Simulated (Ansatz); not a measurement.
Total density of states per atom from r²SCAN in the plane-wave PAW code Ansatz, in 0.25 eV bins, energy from the Fermi level:

```
E (eV) | states/eV/atom
    -7.85 |  0.00
    -7.60 |  0.00
    -7.35 |  0.00
    -7.10 |  0.00
    -6.85 |  0.00
    -6.60 |  0.00
    -6.35 | #### 0.58
    -6.10 | ####### 1.02
    -5.85 |  0.00
    -5.60 |  0.00
    -5.35 |  0.00
    -5.10 |  0.00
    -4.85 |  0.00
    -4.60 |  0.00
    -4.35 |  0.00
    -4.10 | # 0.12
    -3.85 | ## 0.28
    -3.60 | ### 0.44
    -3.35 | #### 0.51
    -3.10 | ## 0.29
    -2.85 | ### 0.44
    -2.60 | ### 0.46
    -2.35 | ###### 0.83
    -2.10 | ###### 0.80
    -1.85 | ##### 0.66
    -1.60 | ##### 0.70
    -1.35 | #### 0.61
    -1.10 | ###### 0.79
    -0.85 | ####### 0.94
    -0.60 | ###### 0.92
    -0.35 | #### 0.52
    -0.10 | ## 0.32
     0.15 | ### 0.38
     0.40 | ## 0.26
     0.65 | ## 0.25
     0.90 | ### 0.41
     1.15 | ###### 0.80
     1.40 | ####### 1.02
     1.65 | ######### 1.29
     1.90 | ########## 1.37
     2.15 | ############### 2.13
     2.40 | ############################## 4.27
```

Q: Which of these materials gives this?
A. Mg, hcp (Mg type)
B. La2MgSi2, P4/mbm (La on 4h, Mg on 2a, Si on 4g)
C. SiSnPd5, P4/mmm (Si on 1b, Sn on 1c, Pd on 1a, Pd on 4i)
D. TiCuSi, Pnma (Ti on 4c, Si on 4c, Cu on 4c)

A: B, La2MgSi2, P4/mbm (La on 4h, Mg on 2a, Si on 4g). Within 0.5 eV of the Fermi level: La 5d 61 %, Si 3p 20 %, La 4f 5 %, outside the projected shells 6 %. Projections are on Löwdin-orthogonalised atomic valence shells; empty p or d shells of many metals are not among them.

The workflow started from a Materials Project entry (that database holds measured and hypothetical structures alike); the Crystallography Open Database copy checked does not list it. Whether it is the stable phase at ambient conditions was not checked. Symmetry was held in the r²SCAN relaxation; its stability against distortions is not shown here. Scalar-relativistic: spin–orbit coupling is off unless named, which matters more the heavier the elements.

Potentials: the later of the program's two PAW sets.
